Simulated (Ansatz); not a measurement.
ZrS$_{2}$:
Space group P-3m1 (No. 164); a = b = 3.6350 Å, c = 5.7196 Å, α = β = 90.00°, γ = 120.00°

```json
[
 {"atom": "Zr", "site": "1a", "symmetry": "-3m.", "x": "0.0000", "y": "0.0000", "z": "0.0000"},
 {"atom": "S", "site": "2d", "symmetry": "3m.", "x": "0.3333", "y": "0.6667", "z": "0.2553"}
]
```

Relaxed with PBE+D3(BJ).

### Question
Which orbitals make up the states near the band edges in the program Ansatz at the PBE+D3(BJ) level (PAW)?

### Answer
Top 1 eV of the valence band: S 3p 90 %, Zr 4d 7 %. Bottom 1 eV of the conduction band: Zr 4d 75 %, S 3p 19 %. Projections are on Löwdin-orthogonalised atomic valence shells; empty p or d shells of many metals are not among them.

### Question
Tabulate the density of states.

### Answer
States/eV per cell of 3 atoms, in 0.25 eV bins, energy from the valence-band maximum.

| E (eV) | total | S 3p | Zr 4d | S 3s |
|---|---|---|---|---|
| -7.85 | 0.00 | 0.00 | 0.00 | 0.00 |
| -7.60 | 0.00 | 0.00 | 0.00 | 0.00 |
| -7.35 | 0.00 | 0.00 | 0.00 | 0.00 |
| -7.10 | 0.00 | 0.00 | 0.00 | 0.00 |
| -6.85 | 0.00 | 0.00 | 0.00 | 0.00 |
| -6.60 | 0.00 | 0.00 | 0.00 | 0.00 |
| -6.35 | 0.00 | 0.00 | 0.00 | 0.00 |
| -6.10 | 0.00 | 0.00 | 0.00 | 0.00 |
| -5.85 | 0.00 | 0.00 | 0.00 | 0.00 |
| -5.60 | 0.00 | 0.00 | 0.00 | 0.00 |
| -5.35 | 0.00 | 0.00 | 0.00 | 0.00 |
| -5.10 | 0.00 | 0.00 | 0.00 | 0.00 |
| -4.85 | 0.04 | 0.02 | 0.01 | 0.00 |
| -4.60 | 1.09 | 0.70 | 0.27 | 0.02 |
| -4.35 | 1.75 | 1.15 | 0.41 | 0.03 |
| -4.10 | 3.26 | 2.24 | 0.76 | 0.05 |
| -3.85 | 2.96 | 2.14 | 0.64 | 0.04 |
| -3.60 | 2.87 | 2.15 | 0.53 | 0.05 |
| -3.35 | 2.44 | 1.71 | 0.50 | 0.09 |
| -3.10 | 2.49 | 1.63 | 0.68 | 0.07 |
| -2.85 | 5.50 | 3.55 | 1.76 | 0.06 |
| -2.60 | 3.70 | 2.53 | 0.99 | 0.08 |
| -2.35 | 4.45 | 3.27 | 0.90 | 0.14 |
| -2.10 | 2.80 | 2.08 | 0.55 | 0.10 |
| -1.85 | 1.97 | 1.59 | 0.28 | 0.05 |
| -1.60 | 3.35 | 2.88 | 0.33 | 0.05 |
| -1.35 | 3.21 | 2.76 | 0.33 | 0.04 |
| -1.10 | 2.53 | 2.23 | 0.22 | 0.03 |
| -0.85 | 1.86 | 1.66 | 0.15 | 0.02 |
| -0.60 | 1.08 | 0.98 | 0.07 | 0.01 |
| -0.35 | 0.50 | 0.47 | 0.02 | 0.00 |
| -0.10 | 0.14 | 0.13 | 0.00 | 0.00 |
| 0.15 | 0.00 | 0.00 | 0.00 | 0.00 |
| 0.40 | 0.00 | 0.00 | 0.00 | 0.00 |
| 0.65 | 0.06 | 0.01 | 0.04 | 0.00 |
| 0.90 | 0.92 | 0.20 | 0.66 | 0.02 |
| 1.15 | 1.48 | 0.32 | 1.05 | 0.03 |
| 1.40 | 2.34 | 0.42 | 1.79 | 0.03 |
| 1.65 | 2.49 | 0.45 | 1.93 | 0.02 |
| 1.90 | 1.44 | 0.25 | 1.13 | 0.00 |
| 2.15 | 1.26 | 0.27 | 0.94 | 0.00 |
| 2.40 | 1.54 | 0.38 | 1.10 | 0.01 |
| 2.65 | 2.22 | 0.51 | 1.62 | 0.01 |
| 2.90 | 2.83 | 0.53 | 2.21 | 0.01 |
| 3.15 | 3.26 | 0.44 | 2.71 | 0.01 |
| 3.40 | 4.15 | 0.46 | 3.47 | 0.01 |
| 3.65 | 0.00 | 0.00 | 0.00 | 0.00 |
| 3.90 | 0.00 | 0.00 | 0.00 | 0.00 |
| 4.15 | 0.04 | 0.01 | 0.02 | 0.00 |
| 4.40 | 2.41 | 0.70 | 1.31 | 0.12 |
| 4.65 | 3.60 | 1.14 | 1.93 | 0.12 |
| 4.90 | 3.30 | 1.09 | 1.75 | 0.10 |
| 5.15 | 1.60 | 0.51 | 0.85 | 0.07 |
| 5.40 | 1.18 | 0.33 | 0.62 | 0.09 |

The cell was relaxed with PBE+D3(BJ) under the symmetry of its start. The run is not spin-polarised. Spin–orbit coupling is left out wherever it is not named.

Potentials: the later of the program's two PAW sets.
